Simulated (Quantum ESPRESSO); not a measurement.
# Strain and stress in BSi3C3N

The results below are calculated, not measured. They come from pw.x of Quantum ESPRESSO 7.5, a plane-wave density functional program, with PseudoDojo standard norm-conserving files (v0.5 for PBE, v0.4.1 for LDA and PBEsol). The cells are made up: elements, strain and atom displacements were drawn at random, and nothing was relaxed. There is no spin polarisation, spin-orbit coupling or dispersion term.

The cell has 8 sites of a zincblende or diamond lattice. Sites 1 to 4 hold B Si Si Si; sites 5 to 8 hold C C N C. Cell vectors in Å: (4.287, 0.000, 0.000); (0.000, 4.287, 0.000); (0.000, 0.000, 4.287). Settings: PBE, cutoff 1143 eV, 4 x 4 x 4 k mesh shifted by half a step, Fermi-Dirac smearing of 0.025 eV.

Each run adds a shear xy (given as the tensor component) to one cell, with the atoms carried along; the vectors above are those of run 4. Stress is positive in tension and P is minus a third of its trace. E is the free energy for each atom above the lowest run shown. The last column is band 17 less band 16 at Gamma, from a band step after each run.

| run | strain (%) | s_xx (GPa) | s_yy (GPa) | s_zz (GPa) | s_xy (GPa) | P (GPa) | E (meV/atom) | level step at Gamma (eV) |
| --- | --- | --- | --- | --- | --- | --- | --- | --- |
| 1 | -2.46 | 7.91 | 8.35 | 8.12 | -8.19 | -8.13 | 7.49 | 0.914 |
| 2 | -1.48 | 8.14 | 8.54 | 8.01 | -3.23 | -8.23 | 0.79 | 0.995 |
| 3 | -0.48 | 8.09 | 8.45 | 7.80 | 1.81 | -8.11 | 0.00 | 1.068 |
| 5 | 0.29 | 7.87 | 8.19 | 7.57 | 5.70 | -7.87 | 3.62 | 1.114 |
| 6 | 0.93 | 7.56 | 7.84 | 7.32 | 8.95 | -7.57 | 9.34 | 1.145 |
| 7 | 1.96 | 6.83 | 7.05 | 6.84 | 14.19 | -6.91 | 23.85 | 1.181 |
| 4 | 0.00 | ? | ? | ? | ? | ? | ? | ? |

A rerun of one of these cells at 1437 eV and k mesh 6 x 6 x 6 moved values by no more than 0.005 eV in the cell's energy, 0.03 GPa in stress and 0.002 eV/Å in force.

## Worked fit

A parabola through the six runs shown gives s_xy = 4.24 + 5.06 e + 0.006 e² GPa, with e in per cent and a scatter of 0.02 GPa. The slope is a stiffness of 506 ± 2 GPa for each unit of this strain at e = 0, twice a shear constant under the stress shown, since the tensor component is half the shear angle. The atoms are clamped, and relaxing them would in general lower it. The error is the larger of the fit's own and the change that a cubic makes, rounded up.

## Withheld run

Question: what s_xy should run 4 give?

The fit gives 4.24 GPa. The calculation gave 4.24 GPa.

| run | strain (%) | s_xx (GPa) | s_yy (GPa) | s_zz (GPa) | s_xy (GPa) | P (GPa) | E (meV/atom) | level step at Gamma (eV) |
| --- | --- | --- | --- | --- | --- | --- | --- | --- |
| 4 | 0.00 | 7.97 | 8.30 | 7.66 | 4.24 | -7.98 | 1.82 | 1.098 |